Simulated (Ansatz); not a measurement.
NbCu3Te4:
```
NbCu3Te4
1.0
    5.85654     0.00000     0.00000
    0.00000     5.85654     0.00000
    0.00000     0.00000     5.85654
Nb Cu Te
1 3 4
Direct
  0.00000   0.00000   0.00000
  0.00000   0.00000   0.50000
  0.50000   0.00000   0.00000
  0.00000   0.50000   0.00000
  0.73903   0.73903   0.26097
  0.73903   0.26097   0.73903
  0.26097   0.26097   0.26097
  0.26097   0.73903   0.73903
```

Tensor components refer to the Cartesian frame of this cell.

**Question.** Give the proper piezoelectric stress tensor with relaxed ions from the program Ansatz at the PBEsol level (PAW).

**Answer.** In C/m², rows x, y, z, Voigt columns; mesh uncertainty up to 0.00.
```
0.00  0.00  0.00  0.11  0.00  0.00
0.00  0.00  0.00  0.00  0.11  0.00
0.00  0.00  0.00  0.00  0.00  0.11
```

The elastic tensor of the same run (GPa):

```
70.6  19.7  19.7   0.0   0.0   0.0
19.7  70.6  19.7   0.0   0.0   0.0
19.7  19.7  70.6   0.0   0.0   0.0
 0.0   0.0   0.0  23.1   0.0   0.0
 0.0   0.0   0.0   0.0  23.1   0.0
 0.0   0.0   0.0   0.0   0.0  23.1
```

**Question.** Convert to strain constants d = e·S.

**Answer.** In pC/N:
```
0.0  0.0  0.0  4.9  0.0  0.0
0.0  0.0  0.0  0.0  4.9  0.0
0.0  0.0  0.0  0.0  0.0  4.9
```

Space group P-43m. The workflow started from a Materials Project entry (that database holds measured and hypothetical structures alike); the Crystallography Open Database copy checked does not list it. Whether it is the stable phase at ambient conditions was not checked. The PBEsol relaxation kept the symmetry of its start; its stability against distortions is not shown here. The run is not spin-polarised. Spin–orbit coupling is left out wherever it is not named.

Potentials: the later of the program's two PAW sets.
